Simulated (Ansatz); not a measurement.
Values for one crystal, relaxed and computed with plane-wave PAW r²SCAN (Ansatz code); other levels are named.

```yaml
volume_per_atom: 25.04 Å³
band_gap: 1.24 eV (indirect)
Gap with spin–orbit coupling: 1.23 eV
Pressure derivative B′: 4.8
electron_effective_mass: 0.26, 0.26, 0.28 mₑ (principal values)
HSE06 gap on the r²SCAN cell: 1.58 eV
Bulk modulus (Birch–Murnaghan fit): 63.7 GPa
```

Q: Which of these materials gives this?
(A) N, P6_3/mmc (N on 4f)
(B) C, diamond
(C) Ge, I-43m (Ge on 2a, Ge on 8c, Ge on 12d, Ge on 24g)
(D) C, P6_3/mmc (Pearson symbol hP36)

A: C, Ge, I-43m (Ge on 2a, Ge on 8c, Ge on 12d, Ge on 24g)

The start of the workflow was typed in or built on a structure type; neither database checked (COD, Materials Project) lists it. It is not the phase usual at ambient conditions (space group No. 227). The cell was relaxed with r²SCAN under the symmetry of its start; whether a distortion lowers the energy is not shown. Scalar-relativistic: spin–orbit coupling is off unless named, which matters more the heavier the elements.

Potentials: the later of the program's two PAW sets.
